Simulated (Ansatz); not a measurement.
Tl (dhcp (α-La type), P6_3/mmc) is relaxed with DFT-r²SCAN in the program Ansatz with PAW potentials. What lattice parameters of the conventional cell result?

a = 3.489 Å, c = 11.333 Å.

The first step of the workflow began from a Materials Project structure, measured or hypothetical. Its sites differ from those of the usual phase in this space group: another stacking or structure type. The r²SCAN relaxation kept the symmetry of its start; whether a distortion lowers the energy is not shown. Axis ratios of metals converge slowly with the k-mesh, so a and c are less sure than the volume. Spin–orbit coupling is left out wherever it is not named.

Potentials: the later of the program's two PAW sets.
